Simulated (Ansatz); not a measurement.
Here is the system:

Starting cell, MoTe2 (2H-MoS2 type, space group P6_3/mmc):

```xyz
6
Lattice="3.5419 0.0000 0.0000 -1.7710 3.0674 0.0000 0.0000 0.0000 14.1820" Properties=species:S:1:pos:R:3 pbc="T T T"
Mo     0.0000     2.0449    10.6365
Mo     1.7710     1.0225     3.5455
Te     0.0000     2.0449     1.7511
Te     1.7710     1.0225     8.8421
Te     1.7710     1.0225    12.4309
Te     0.0000     2.0449     5.3399
```

In this cell atom 5 (Te, nearest neighbour Mo at 2.721 Å; its periodic images, 3.5 Å or more away, move with it) is moved by s along Cartesian [110], unit vector (0.707, 0.707, 0.000); all other atoms and the cell stay fixed.

All values below come from r2SCAN+rVV10 (plane waves to 500 eV, PAW, scalar-relativistic; Ansatz, a quantum-chemistry and plane-wave program). k mesh 9×9×2 (Γ-centred), Fermi-Dirac smearing 0.05 eV. Energies are smeared free energies. As the smearing reaches across the gap at some points, energies and forces of such displacements shift with the k mesh and the smearing. MoTe2 is run without spin polarisation. MoTe2 was relaxed with its symmetry unable to fall. Spin-orbit coupling is left out, though Te is heavy. The PAW data are Ansatz's earlier set. The zero of ΔE is the undisplaced structure.

The scan covers s from -0.820 to 0.820 Å in 11 points.

Question: Is the energy the same for displacements of ±0.820 Å, and if not, which side lies higher?

Answer: Not even: the positive side lies higher at ±0.820 Å. With its periodic images moving along, the atom's site symmetry in this cell is 3m..

Question: What force acts on the atom along the line at s = -0.820 Å?

Answer: 2.46 eV/Å.

Question: What is the force constant k = d²E/ds² of this move at s = 0?

Answer: 7.00 eV/Å².

(For displaced atoms, the force is minus the slope of the energy, and its curvature is a force constant, which sets phonon frequencies.)
